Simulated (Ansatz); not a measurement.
According to PBEsol in the plane-wave PAW code Ansatz, RuW in the orthorhombic phase (Cmcm; W on 4c, Ru on 4c) relaxes to a = 2.750 Å, b = 9.959 Å, c = 4.289 Å. Its formation energy from the elements is 0.18 eV/atom, with no fitted shifts.

Electronic character: metallic (no gap).

An equation-of-state fit gives a bulk modulus of 302 GPa.

The start of the workflow was typed in or built on a structure type; neither database checked (COD, Materials Project) lists it. Whether it is the stable phase at ambient conditions was not checked. The cell was relaxed with PBEsol under the symmetry of its start; its stability against distortions is not shown here. The run is not spin-polarised. Its formation energy is positive at this level, so the cell may be metastable or incomplete. Axis ratios of metals converge slowly with the k-mesh, so a and c are less sure than the volume. The references are the lowest solids computed at this level, not always the standard phases. Spin–orbit coupling is left out wherever it is not named.

Potentials: the later of the program's two PAW sets.
